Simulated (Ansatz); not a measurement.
ZrMo (CsCl type, Pm-3m) at seven volumes, plane-wave PAW PBEsol (Ansatz code), scaled uniformly. One row is withheld.

| V (Å³/atom) | P (GPa) |
|---|---|
| 16.340 | 18.15 |
| 16.879 | ? |
| 17.418 | 5.22 |
| 17.956 | 0.00 |
| 18.495 | -4.53 |
| 19.034 | -8.44 |
| 19.572 | -11.82 |

Task: Fit the shown pressures and predict the withheld one.

Result: Third-order Birch–Murnaghan: P = (3/2)B₀(x^(7/2) − x^(5/2))[1 + (3/4)(B′ − 4)(x − 1)] with x = (V₀/V)^(2/3). Least squares on the six rows gives V₀ = 17.956 Å³/atom, B₀ = 161.4 GPa, B′ = 3.74. At V = 16.879, x = 1.0421 and P = 11.21 GPa. The run itself gave 11.22 GPa.

The start of the workflow was typed in or built on a structure type; neither database checked (COD, Materials Project) lists it. Its standing as an ambient phase is unchecked. The cell was relaxed with PBEsol under the symmetry of its start; its stability against distortions is not shown here. No spin polarisation was allowed.

Potentials: the later of the program's two PAW sets.
